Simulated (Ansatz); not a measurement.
NbSnS in space group P4/nmm (No. 129; Nb on 2c, Sn on 2a, S on 2c) under volume change, PBE (plane waves, PAW; program Ansatz), shape and atoms relaxed at each volume.

```
V (Å³/atom)  E − E(relaxed) (meV/atom)  P (GPa)
-----------  -------------------------  -------
18.284                            27.0     7.87
18.868                             6.3     3.59
19.451                             0.0     0.00
20.035                             5.7    -3.02
20.618                            21.4    -5.54
```

Problem. What does a third-order Birch–Murnaghan fit give for V₀, B₀ and B′?

Solution. V₀ = 19.45 Å³/atom, B₀ = 110 GPa, B′ = 4.9.

The start of the workflow was typed in or built on a structure type; neither database checked (COD, Materials Project) lists it. Whether it is the stable phase at ambient conditions was not checked. The cell was relaxed with PBE under the symmetry of its start; its stability against distortions is not shown here. The workflow began spin-polarised and lost its moments. Spin–orbit coupling is left out wherever it is not named.

Potentials: the earlier of the program's two PAW sets.
